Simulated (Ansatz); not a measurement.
# Relaxing a structure of TiB₂

The start is a generated cell, TiB2 placed in the AFLOW prototype A2B_cF24_227_d_a (C15, as in MgCu2). The structure is fully relaxed (lattice and positions, P = 0) with r2SCAN (plane waves to 500 eV, PAW, scalar-relativistic; Ansatz, a program for electronic structure). The first steps use a coarse 7×7×7 k-mesh.

Starting cell:
```
CELL_PARAMETERS angstrom
      0.00000     3.04062     3.04062
      3.04062     0.00000     3.04062
      3.04062     3.04062     0.00000
ATOMIC_POSITIONS crystal
  B  0.12500 0.12500 0.12500
  B  0.62500 0.12500 0.12500
  B  0.12500 0.62500 0.12500
  B  0.12500 0.12500 0.62500
  Ti 0.75000 0.75000 0.75000
  Ti 0.50000 0.50000 0.50000
```

How much energy is released per atom?

0.09 eV/atom.

How does the volume change?

-11.1 %, from 9.37 to 8.33 Å³/atom.

How do the shortest distances between atoms change?

The closest pairs of elements (up to four, under 3.6 Å), start → end: B–B 2.15 → 2.07 Å; B–Ti 2.52 → 2.42 Å; Ti–Ti 2.63 → 2.53 Å.

Give the final cell and atomic positions.


```cif
data_B16Ti8
_chemical_formula_sum 'B16 Ti8'
_space_group_name_H-M_alt 'Fd-3m :1'
_space_group_IT_number 227
_space_group_name_Hall 'F 4d 2 3 -1d'
_cell_length_a 5.84785
_cell_length_b 5.84785
_cell_length_c 5.84785
_cell_angle_alpha 90.000
_cell_angle_beta 90.000
_cell_angle_gamma 90.000
loop_
_atom_site_label
_atom_site_type_symbol
_atom_site_symmetry_multiplicity
_atom_site_Wyckoff_symbol
_atom_site_fract_x
_atom_site_fract_y
_atom_site_fract_z
_atom_site_occupancy
B1 B 16 d 0.62500 0.62500 0.62500 1
Ti1 Ti 8 a 0.00000 0.00000 0.00000 1
```
(The calculation used a cell of 6 atoms; values per cell refer to that cell.)

The space group stays Fd-3m (No. 227) (the run could not lower it); the end is cubic Laves (MgCu2 type), with 6 atoms in the primitive cell. Final values are on a 14×14×14 k-mesh of the relaxed cell. No spin polarisation in the result.

The run could not lose the symmetry of its start, so the end can be a saddle point.

All atoms sit on sites fixed by symmetry, so only the cell could relax.

The relaxed structure here is a generated cell of TiB2: the first start was made by placing the elements on the sites of a structure type, and the end was not matched to a known phase here, so it may be hypothetical. Known forms of TiB2 include space group No. 191.
